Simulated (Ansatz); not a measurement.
**Compressing NaHg₂: a fit and a missing row**

NaHg₂, P6/mmm, a = 5.092 Å, c = 3.238 Å. The structure is a COD entry; whether it is the stable form wasn't checked. Ansatz: r2SCAN, PAW, 500 eV, Γ-centred 12×12×14 mesh on 3 atoms, Gaussian smearing 0.10 eV; no spin polarisation. Shape and atoms are relaxed at each volume; pressure is positive in compression.

```
V (Å³/atom) P (GPa)
     21.328        ?
     22.055     3.58
     22.782     2.09
     23.509     0.90
     24.236     0.02
     24.963    -0.74
     25.690    -1.37
     26.659    -1.92
```

Problem. Take V0 = 24.236 Å³/atom, count pressures from its P0 = 0.02 GPa, fit the third-order Birch–Murnaghan form to the other rows, and predict the missing pressure.

Solution. With the Eulerian strain f = ½[(V0/V)^(2/3) − 1] and y = (P − P0)/[3f(1 + 2f)^(5/2)], the form is the line y = B0 + 1.5 B0 (B0′ − 4) f. Rows (f, y): 0.03244, 31.3; 0.02105, 29.6; 0.01026, 27.2; -0.00976, 27.3; -0.01905, 26.8; -0.03077, 24.6. Means f = 0.0006950, y = 27.800; Σ(Δf)² = 0.003003, ΣΔfΔy = 0.2677; the slope is their ratio. y = 27.74 + 89.14 f GPa, so B0 = 27.7 GPa and B0′ = 4 + 2 × (89.14)/(3 × 27.74) = 6.14. At V = 21.328, f = 0.04447, y = 31.70 and P = 5.25 GPa. The run gave 5.41 GPa, so the fit is 0.16 GPa too low, 2.2 % of the span of the series, against an rms of 0.04 GPa on the fitted rows. The row lies outside the fitted range. The points of y bend away from a line: a fourth-order term fitted to them gives P = 5.39 GPa at this row's volume (the line 5.25, the run 5.41).

Spin–orbit coupling is left out, which can shift energies with elements as heavy as these.